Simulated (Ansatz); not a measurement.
Si:
```
CELL_PARAMETERS angstrom
     -3.30218     3.30218     1.90785
      3.30218    -3.30218     1.90785
      3.30218     3.30218    -1.90785
ATOMIC_POSITIONS crystal
  Si 0.17880 0.17880 0.35760
  Si 0.82120 0.82120 0.64240
  Si 0.17880 0.82120 0.00000
  Si 0.82120 0.17880 0.00000
```

Relaxed with LDA. Special points in fractions of this cell's reciprocal vectors: Γ (0.000, 0.000, 0.000); X (0.000, 0.000, 0.500); M (-0.500, 0.500, 0.500); Z (0.333, 0.333, -0.333); Z0 (-0.333, 0.667, 0.333); P (0.250, 0.250, 0.250); N (0.000, 0.500, 0.000).

Task: List the band energies nearest the valence-band maximum at these points for DFT-LDA in the program Ansatz with PAW potentials.

Result: In eV from the valence-band maximum; about four levels below and three above (degenerate sets whole), none deeper than 8.9 eV; points with the same levels are listed once.

| k | below | above |
|---|---|---|
| Γ | -3.85 -1.51 -1.51 -0.57 | 1.37 1.55 1.55 |
| X | -2.91 -2.04 -1.96 -1.65 | 1.55 1.84 1.86 |
| M | -2.99 -0.22 0.00 0.00 | 0.27 3.30 3.48 |
| Z | -4.23 -3.78 -1.49 -1.49 | 2.22 4.37 4.37 |
| P | -3.44 -2.09 -2.09 -2.07 | 0.15 1.34 1.34 |
| N | -4.45 -3.59 -2.44 -1.45 | 0.72 2.32 2.93 |

Space group I4/mmm. The first step of the workflow began from a Materials Project structure, measured or hypothetical; the Crystallography Open Database copy checked does not list it. It is not the phase usual at ambient conditions (space group No. 227). Symmetry was held in the LDA relaxation; phonons on a q-mesh show no instability.

Potentials: the later of the program's two PAW sets.
